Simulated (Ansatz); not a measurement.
# BN (F-43m): G0W0 and the choice of datasets

```
B N
1.0
     0.00000    1.80800    1.80800
     1.80800    0.00000    1.80800
     1.80800    1.80800    0.00000
B N
1 1
Direct
  0.00000 0.00000 0.00000
  0.25000 0.25000 0.25000
```

Held fixed (Ansatz):

```yaml
orbitals: PBE
k_mesh: 6×6×6
empty_bands: 115
response_cutoff: 180 eV
frequencies: plasmon pole, fitted at the program's default frequency
q_→_0_term: analytic weight of Carrier, Rohra and Görling
points_solved: Γ, L, X
band_sums: cut at the band count
```

The gap is read from Γ to X, linearised, between the Kohn-Sham band edges among the points solved. The direct gap is read between the top filled and lowest empty Kohn-Sham band at Γ. ε∞ is the electronic dielectric constant on this mesh.

Problem. Taking hard PAW, 700 eV as the reference, which of the others (hand-made PAW, 870 eV; soft PAW (1st gen.), 420 eV; norm-conserving, 1240 eV) gives the gap farthest from it?

Solution. Farthest from hard PAW, 700 eV in the G0W0 gap: norm-conserving, 1240 eV (-0.10 eV). The nearest differs by 0.004 eV.

```csv
"datasets, wave cutoff",KS gap (eV),G0W0 gap (eV),direct at Γ (eV),ε∞
"hard PAW, 700 eV",4.46,6.05,11.00,4.5
"hand-made PAW, 870 eV",4.46,6.06,10.99,4.5
"soft PAW (1st gen.), 420 eV",4.46,6.03,10.98,4.5
"norm-conserving, 1240 eV",4.46,5.95,10.87,4.4
```

Soft PAW datasets can miss an all-electron G0W0 gap by more than 5 %. With norm-conserving pseudopotentials the core–valence exchange is only approximate, which can shift gaps by tenths of an eV and RPA lattice constants by most of a per cent. Band sums or response are cut, so the gap isn't at its basis limit. The gap is read among the points solved; the crystal's band edges can lie elsewhere.
